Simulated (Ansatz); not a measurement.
Bi (diamond, Fd-3m), a = 7.165 Å, b = 7.165 Å, c = 7.165 Å, α = 90.00°, β = 90.00°, γ = 90.00°; the cell used has 2 atoms.

Relaxed with plane-wave PAW PBEsol (Ansatz code). Indices refer to the conventional cell of Fd-3m, a = b = c = 7.165 Å, α = β = γ = 90.00°.

Task: Simulate the powder diffraction pattern (neutron, λ = 1.5401 Å; lines above 1 %) up to 2θ = 90°.

Result: Simulated powder pattern, neutron, λ = 1.5401 Å (kinematic, ideal powder, no thermal factors, coherent scattering alone; the 30 strongest lines at most, above 1 %, up to 2θ = 90°):

```
2θ (°)  d (Å)  I/Imax (%)          hkl
------  -----  ----------  -----------
21.46   4.137          86        (111)
35.39   2.533         100        (220)
41.76   2.160          74        (311)
50.92   1.791          26        (400)
55.87   1.644          45        (331)
63.54   1.463          75        (422)
67.90   1.379          45  (511)+(333)
74.88   1.267          30        (440)
78.96   1.211          56        (531)
85.64   1.133          52        (620)
89.62   1.093          25        (533)
```

The start of the workflow was typed in or built on a structure type; neither database checked (COD, Materials Project) lists it. It is not the phase usual at ambient conditions (space group No. 166). The PBEsol relaxation kept the symmetry of its start. At this level the phase is mechanically unstable. Scalar-relativistic: spin–orbit coupling is off unless named, which matters more the heavier the elements.

Potentials: the later of the program's two PAW sets.
